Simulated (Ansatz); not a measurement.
Ansatz input

```yaml
crystal:
  lattice:
    - [4.5092890627, 0.0, 0.0]
    - [-2.2546445314, 3.9051588813, 0.0]
    - [0.0, 0.0, 2.4009588991]
  atoms:
    - { symbol: V, position: [1.0, 1.0, 0.0] }
    - { symbol: V, position: [0.3333333333, 0.6666666667, 0.5] }
    - { symbol: V, position: [0.6666666667, 0.3333333333, 0.5] }
hamiltonian:
  xc: blyp
  pseudopotentials:
    kind: paw
    azcp:
      V: "pseudopotentials/V.paw.azcp"
basis:
  ecutwfc: 420
  fft_grid_basis: typed
kpoints:
  mp_grid: { grid: [11, 11, 17], shift: [0, 0, 0] }
magnetization:
  spin_polarized: false
scf:
  occupations: { method: fermi_dirac, width: 0.1 }
```

and its output:

```
Engine: ansatz 0.2.0, aarch64-unknown-linux-gnu
Pseudopotentials: kind: paw
Pseudopotential: V, paw, valence charge 13, recommended cutoff 420 eV (normal) 
Functional definition: BLYP
  parameter beta = 0.0042
  parameter a = 0.04918
  parameter b = 0.132
  parameter c = 0.2533
  parameter d = 0.349
  exchange = b88_x(beta = beta)
  correlation = lyp_c(a = a, b = b, c = c, d = d)
Crystal: 3 atoms, lattice volume = 42.280 Å³
Basis set: ecut = 420 eV, 819 PW (Γ), exchange–correlation on 64×64×36 points (8 copies of the dense FFT grid, shifted against one another)
Bands: 24, of which v1, the nominal top of the filled ones, is band 20 counted from 1 (19 counted from 0)
Symmetry: 24 space group operations
Space group: P6/mmm (ITA 191), of the structure as read, at distance tolerance 3.5e-5 Å
k-points: 144 of 2057
Non-local potential: V, projectors of the file, l = 0: 3, l = 1: 2, l = 2: 3, l = 3: 1
PAW form: soft (Blöchl's): semilocal exchange-correlation on the pseudo side does not see the compensation charge
PAW frozen core: V, regenerated for the run's functional, and the local potential with it (the file was generated under x = pbe(κ = 0.804, μ = 0.2195149727645171), c = pbe(β = 0.06672455060314922))
PAW one-centre angular grid: V, 590 points (default); XC on 64 Gauss nodes
Initial density: superposition of atomic densities (neutral atoms: chi_scale 0, normalization atom), corrected by the library's trained network
Initial wavefunctions: pseudopotential atomic-orbital guess
Functional: x = b88, c = lyp
SCF iter   1: F=—  HF=-8756.551284 eV  |F-HF|=—  |Δ(HF+E_count)|=         —  Δρ=2.36e-2  dr2=2.42e-1  ethr=1.77e-3  ⟨swp⟩=3.3  Hψ=11054  notcnv=0
SCF iter   2: F=—  HF=-8756.512174 eV  |F-HF|=—  |Δ(HF+E_count)|=   3.91e-2  Δρ=1.12e-2  dr2=6.69e-2  ethr=6.20e-4  ⟨swp⟩=2.4  Hψ=5645  notcnv=0
SCF iter   3: F=—  HF=-8756.503956 eV  |F-HF|=—  |Δ(HF+E_count)|=   8.22e-3  Δρ=1.81e-3  dr2=1.18e-3  ethr=1.72e-4  ⟨swp⟩=2.0  Hψ=4675  notcnv=0
SCF iter   4: F=—  HF=-8756.504036 eV  |F-HF|=—  |Δ(HF+E_count)|=   7.97e-5  Δρ=3.46e-4  dr2=2.66e-5  ethr=3.03e-6  ⟨swp⟩=2.0  Hψ=4626  notcnv=0
SCF iter   5: F=—  HF=-8756.504080 eV  |F-HF|=—  |Δ(HF+E_count)|=   4.45e-5  Δρ=8.44e-5  dr2=2.14e-6  ethr=6.81e-8  ⟨swp⟩=2.0  Hψ=4626  notcnv=0
SCF iter   6: F=—  HF=-8756.504080 eV  |F-HF|=—  |Δ(HF+E_count)|=   1.20e-8  Δρ=1.94e-5  dr2=1.30e-7  ethr=5.48e-9  ⟨swp⟩=2.2  Hψ=5803  notcnv=0
SCF iter   7: F=-8756.504080 eV  HF=-8756.504080 eV  |F-HF|=5.85e-9  |Δ(HF+E_count)|=   3.37e-8  Δρ=5.21e-6  dr2=9.10e-9  ethr=2.56e-10  ⟨swp⟩=2.0  Hψ=6871  notcnv=0
SCF 1 converged in 7 iterations: F = -8756.504080 eV  dr2 = 9.10e-9
SCF converged after 7 iterations
Free energy (F): -8756.504080 eV
Harris-Foulkes:  -8756.504080 eV  (|F-HF|=5.85e-9)
Internal energy: -8756.372410 eV  (E = F + TS)
E sigma→0 (E₀):  -8756.438245 eV
Entropy (-TS):   -0.131670 eV (-43.890 meV/atom)
Fermi energy:    16.329631 eV
--- Per-component energies (eV) ---
  E_band       = -447.488704
  E_kinetic    = 1008.465221
  E_local      = -2822.944472  (includes V_loc(G=0)·N_el)
  E_nonlocal   = -133.933639
  E_hartree    = 1290.734381
  E_xc         = -384.524105
  E_vxc        = -486.403799  (∫ρ·V_xc dr)
  E_paw        = -3365.868721  (= ΣΔE_a)
  E_vpaw       = -594.135079  (= ΣTr[D̂ρ^β])
  E_aug_tail   = 0.000790  (compensation charges beyond the density's cutoff)
  E_ewald      = -4348.349513
  E_core_change = 0.047648  (= ΣΔE_core)
  E_smearing   = -0.131670  (= −TS)
  E_closure    = -0.000000  (closes the sum)
  Σ components = -8756.504080   (vs F -8756.504080, Δ=0.00e0)
```
